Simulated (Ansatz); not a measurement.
TaAs:
Space group I4₁md (No. 109); a = b = 3.4412 Å, c = 11.7164 Å, α = β = γ = 90.00°

```csv
atom,site,symmetry,x,y,z
Ta,4a,2mm.,0.0000,0.5000,0.0000
As,4a,2mm.,0.0000,0.0000,0.3326
```
(The calculation used a cell of 4 atoms; values per cell refer to that cell.)

Relaxed with r²SCAN.

Which orbitals make up the states near the Fermi level in the program Ansatz at the r²SCAN level (PAW)?

Within 0.5 eV of the Fermi level: Ta 5d 87 %, As 4p 9 %. Projections are on Löwdin-orthogonalised atomic valence shells; empty p or d shells of many metals are not among them.

Tabulate the density of states.

States/eV per cell of 4 atoms, in 0.25 eV bins, energy from the Fermi level.

```tsv
E (eV)	total	Ta 5d	As 4p	Ta 6s
-7.85	0.00	0.00	0.00	0.00
-7.60	0.45	0.07	0.25	0.09
-7.35	0.69	0.12	0.39	0.13
-7.10	0.97	0.20	0.55	0.15
-6.85	1.32	0.32	0.74	0.18
-6.60	1.50	0.38	0.84	0.19
-6.35	2.45	0.66	1.40	0.27
-6.10	2.53	0.79	1.42	0.21
-5.85	2.52	0.86	1.40	0.16
-5.60	1.09	0.34	0.58	0.09
-5.35	1.41	0.41	0.83	0.06
-5.10	1.90	0.59	1.14	0.08
-4.85	2.11	0.68	1.25	0.08
-4.60	2.39	0.77	1.42	0.08
-4.35	2.40	0.85	1.38	0.07
-4.10	2.45	0.93	1.37	0.05
-3.85	2.53	1.01	1.39	0.05
-3.60	3.28	1.35	1.79	0.06
-3.35	3.82	1.58	2.08	0.06
-3.10	3.37	1.48	1.77	0.05
-2.85	3.12	1.49	1.51	0.04
-2.60	2.93	1.54	1.30	0.04
-2.35	1.66	0.93	0.67	0.02
-2.10	0.94	0.56	0.35	0.01
-1.85	1.67	1.21	0.34	0.04
-1.60	2.78	2.22	0.38	0.07
-1.35	3.67	2.87	0.39	0.23
-1.10	3.61	2.84	0.40	0.12
-0.85	2.44	2.05	0.26	0.03
-0.60	1.17	0.95	0.17	0.01
-0.35	0.63	0.52	0.09	0.00
-0.10	0.20	0.18	0.02	0.00
0.15	0.55	0.49	0.04	0.00
0.40	1.84	1.63	0.15	0.01
0.65	1.53	1.31	0.16	0.01
0.90	1.67	1.44	0.16	0.01
1.15	1.95	1.68	0.16	0.02
1.40	2.66	2.29	0.22	0.03
1.65	2.48	2.08	0.23	0.04
1.90	2.27	1.85	0.22	0.04
2.15	2.87	2.24	0.35	0.06
2.40	3.25	2.40	0.39	0.15
2.65	3.90	2.86	0.40	0.24
2.90	4.28	3.05	0.52	0.26
3.15	4.04	2.81	0.54	0.20
3.40	3.90	2.52	0.57	0.26
3.65	3.28	1.92	0.55	0.33
3.90	4.37	2.46	0.84	0.40
```

Space group I4_1md. The cell was relaxed with r²SCAN under the symmetry of its start. The run is not spin-polarised. A small band overlap can be real or an error of a semilocal functional. Spin–orbit coupling is left out wherever it is not named.

Potentials: the earlier of the program's two PAW sets.
